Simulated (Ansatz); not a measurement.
Problem. Name crystals whose computed values (DFT-LDA in the program Ansatz with PAW potentials) fall in these windows: highest Γ mode, no LO–TO term (cm⁻¹) 160 to 210; B₀ by P(V) fit (GPa) 260 to 320.

Solution. 

```csv
crystal,"highest Γ mode, no LO–TO term (cm⁻¹)",B₀ by P(V) fit (GPa)
"TiPt3, Cu3Au type",183,283
"ZrPt3, Cu3Au type",182,265
"TaW3, Fm-3m (Ta on 4a, W on 8c, W on 4b)",207,307
"NbRu, L1₀ or tetragonal B2",160,267
"GaPt3, Cu3Au type",203,265
```
Others may fit too.

Standing as an ambient phase not checked: ZrPt3, Cu3Au type; TaW3, Fm-3m (Ta on 4a, W on 8c, W on 4b); NbRu, L1₀ or tetragonal B2; GaPt3, Cu3Au type. Perhaps ordered models of mixed-site phases: TaW3, Fm-3m (Ta on 4a, W on 8c, W on 4b). All cells were relaxed under the symmetry of their starts (and spin orders); stability against distortions was not tested throughout. Rows with no word on spin ran without spin polarisation. Scalar-relativistic: spin–orbit coupling is off unless named, which matters more the heavier the elements.

Potentials: the later of the program's two PAW sets.
